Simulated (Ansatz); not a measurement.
# LuMnRh: input and output

The input, for Ansatz 0.2.0 (plane waves, PAW):

```yaml
crystal:
  lattice:
    - [6.451161, 0.0, 0.0]
    - [0.0, 3.860791, 0.0]
    - [0.0, 0.0, 7.926807]
  atoms:
    - { symbol: Lu, position: [0.03837, 0.25, 0.82488] }
    - { symbol: Lu, position: [0.46163, 0.75, 0.32488] }
    - { symbol: Lu, position: [0.53837, 0.25, 0.67512] }
    - { symbol: Lu, position: [0.96163, 0.75, 0.17512] }
    - { symbol: Mn, position: [0.14215, 0.25, 0.44103] }
    - { symbol: Mn, position: [0.35785, 0.75, 0.94103] }
    - { symbol: Mn, position: [0.64215, 0.25, 0.05897] }
    - { symbol: Mn, position: [0.85785, 0.75, 0.55897] }
    - { symbol: Rh, position: [0.74589, 0.25, 0.36541] }
    - { symbol: Rh, position: [0.75411, 0.75, 0.86541] }
    - { symbol: Rh, position: [0.24589, 0.25, 0.13459] }
    - { symbol: Rh, position: [0.25411, 0.75, 0.63459] }
  symmetry: { tolerance: 0.0003 }
kpoints:
  mp_grid: { grid: [4, 7, 4], shift: [0, 0, 0] }
  band_path:
    path:
      - [0.0, 0.0, 0.0]
      - [0.5, 0.0, 0.0]
      - [0.5, 0.5, 0.0]
      - [0.0, 0.5, 0.0]
      - [0.0, 0.0, 0.0]
      - [0.0, 0.0, 0.5]
      - [0.5, 0.0, 0.5]
      - [0.5, 0.5, 0.5]
      - [0.0, 0.5, 0.5]
      - [0.0, 0.0, 0.5]
      - [0.5, 0.0, 0.0]
    npoints: 6
magnetization:
  spin_polarized: false
scf:
  occupations: { method: gaussian, width: 0.0101 }
  lower_state_search: "off"
  max_iter: 200
hamiltonian:
  pseudopotentials: { kind: paw }
  xc: pbe
basis:
  ecutwfc: 420
  fft_grid_basis: typed
output:
  forces: true
  stress: true
  eigenvalues: true
  bader: true
  populations: true
  elf: true
  write_potential: true
  volumetric_format: npy
  dos:
    e_range: [-12, 8]
    de: 0.05
    projected: { site_lists: { Lu: [Lu], Mn: [Mn], Rh: [Rh] } }
checkpoint:
  read: saved_state
```

The saved state is an earlier solution for the same cell, perhaps on another mesh. 

Parts of the output:

```
Lu: projections on atomic orbitals take those of the free atom [Kr 4d10] 4f14 5s2 5p6 5d1 6s2, of charge +0.00 (hamiltonian.pseudopotentials.projection_atoms); the dataset's partial waves leave at most 5.1e-5 of an orbital's norm unspanned inside its sphere
Pseudopotentials: kind: paw
Pseudopotential: Lu, paw, valence charge 25, recommended cutoff 420 eV (normal), Lu.paw.azcp
Pseudopotential: Mn, paw, valence charge 15, recommended cutoff 420 eV (normal), Mn.paw.azcp
Pseudopotential: Rh, paw, valence charge 17, recommended cutoff 420 eV (normal), Rh.paw.azcp
Functional definition: PBE
  exchange = pbe_x(kappa = kappa, mu = beta*pi^2/3)
  correlation = pbe_c(beta = beta)
Crystal: 12 atoms, lattice volume = 197.430 Å³
Basis set: ecut = 420 eV, 3871 PW (Γ), exchange–correlation on 90×54×108 points (8 copies of the dense FFT grid, shifted against one another)
Bands: 137, of which v1, the nominal top of the filled ones, is band 114 counted from 1 (113 counted from 0)
Symmetry: 8 space group operations
Space group: Pnma (ITA 62), of the structure as read, at distance tolerance 1.7e-3 Å
k-points: 36 of 112
Initial density: read from a saved state, or passed on in memory by an earlier SCF of this step, an earlier step, the calling program or the single point that the run made first
Functional: x = pbe(κ = 0.804, μ = 0.2195), c = pbe(β = 0.0667)
SCF iter   1: F=—  Δρ=5.25e-3  dr2=1.99e-2
SCF iter   2: F=—  Δρ=2.27e-3  dr2=4.14e-3
SCF iter   3: F=—  Δρ=8.37e-4  dr2=6.38e-4
SCF iter   4: F=—  Δρ=2.69e-4  dr2=1.12e-4
SCF iter   5: F=—  Δρ=1.38e-4  dr2=3.49e-5
SCF iter   6: F=—  Δρ=8.56e-5  dr2=1.10e-5
SCF iter   7: F=—  Δρ=2.90e-5  dr2=2.27e-6
SCF iter   8: F=—  Δρ=1.02e-5  dr2=1.78e-7
SCF iter   9: F=-100137.3861 eV  Δρ=5.22e-6  dr2=2.53e-8
Free energy (F): -100137.3861 eV
Harris-Foulkes:  -100137.3861 eV  (|F-HF|=1.61e-8)
Internal energy: -100137.3841 eV  (E = F + TS)
E sigma→0 (E₀):  -100137.3851 eV
Entropy (-TS):   -0.0019 eV (-0.162 meV/atom)
Fermi energy:    18.6877 eV
--- Forces (eV/Å), atoms counted from 1 ---
  atom   1  Lu     0.3215     0.0000    -0.2456
  atom   2  Lu    -0.3215     0.0000    -0.2456
  atom   3  Lu     0.3215     0.0000     0.2456
  atom   4  Lu    -0.3215     0.0000     0.2456
  atom   5  Mn    -1.0207     0.0000     0.4987
  atom   6  Mn     1.0207     0.0000     0.4987
  atom   7  Mn    -1.0207     0.0000    -0.4987
  atom   8  Mn     1.0207     0.0000    -0.4987
  atom   9  Rh     1.1952     0.0000     0.1403
  atom  10  Rh    -1.1952     0.0000     0.1403
  atom  11  Rh     1.1952     0.0000    -0.1403
  atom  12  Rh    -1.1952     0.0000    -0.1403
--- Stress (GPa, compression-positive) ---
        8.0028       0.0000       0.0000
        0.0000       7.7531       0.0000
        0.0000       0.0000      -0.5548
  P = ⅓ Tr σ = 5.0670 GPa (50.670 kbar)
--- Bader charges: 12 sites ---
  site symbol  charge [e]  shift [e]
     0     Lu      1.4087     0.0001
     1     Lu      1.4087     0.0001
     2     Lu      1.4087     0.0001
     3     Lu      1.4087     0.0001
     4     Mn      0.0269     0.0012
     5     Mn      0.0268     0.0012
     6     Mn      0.0268     0.0012
     7     Mn      0.0268     0.0012
     8     Rh     -1.4355     0.0013
     9     Rh     -1.4356     0.0013
    10     Rh     -1.4355     0.0013
    11     Rh     -1.4355     0.0013
```

Origin: a known structure type with other elements, at an estimated volume, so it need not be a known compound. Caveats: no spin polarisation, so a magnetic state may lie lower.
